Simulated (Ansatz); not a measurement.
## Electric field gradients in NiAu

The calculation used Ansatz, DFT PBEsol, scalar-relativistic, plane waves, PAW. Settings: 420 eV plane-wave cutoff, Γ-centred 18×18×18 mesh, Fermi-Dirac smearing of 0.15 eV. No spin polarisation.

The cell, relaxed at this level:
```yaml
crystal:
  lattice:
    - [1.38300, 0.79848, 4.21564]
    - [-1.38300, 0.79848, 4.21564]
    - [0.00000, -1.59695, 4.21564]
  atoms:
    - { symbol: Ni, position: [0.50000, 0.50000, 0.50000] }
    - { symbol: Au, position: [0.00000, 0.00000, 0.00000] }
```

The cell was built by swapping an element in a database structure (itself possibly hypothetical) and relaxing; it need not be the stable form of this composition. In a metal these results depend on the k mesh and the smearing. Spin polarisation was left out, and a magnetic state may lie lower. Spin–orbit coupling is left out, which matters for gradients at heavy nuclei.

Question: Give V_zz (10²¹ V/m²) and the asymmetry η at each distinct site.

Answer:
| atom | V_zz | η |
| --- | --- | --- |
| Ni (atom 1) | -1.48 | 0.00 |
| Au (atom 2) | 2.39 | 0.00 |